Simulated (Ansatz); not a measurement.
In the program Ansatz at the r²SCAN level (PAW), Ag in the β-Sn type structure (I4_1/amd) relaxes to a = 5.262 Å, c = 2.755 Å.

Electronic character: metallic (no gap). Gap from r²SCAN with spin–orbit coupling: none (metallic).

The bulk modulus is 85.3 GPa.

The start of the workflow was typed in or built on a structure type; neither database checked (COD, Materials Project) lists it. It is not the phase usual at ambient conditions (space group No. 225). Symmetry was held in the r²SCAN relaxation; whether a distortion lowers the energy is not shown. The run is not spin-polarised. Axis ratios of metals converge slowly with the k-mesh, so a and c are less sure than the volume. Spin–orbit coupling is left out wherever it is not named.

Potentials: the later of the program's two PAW sets.
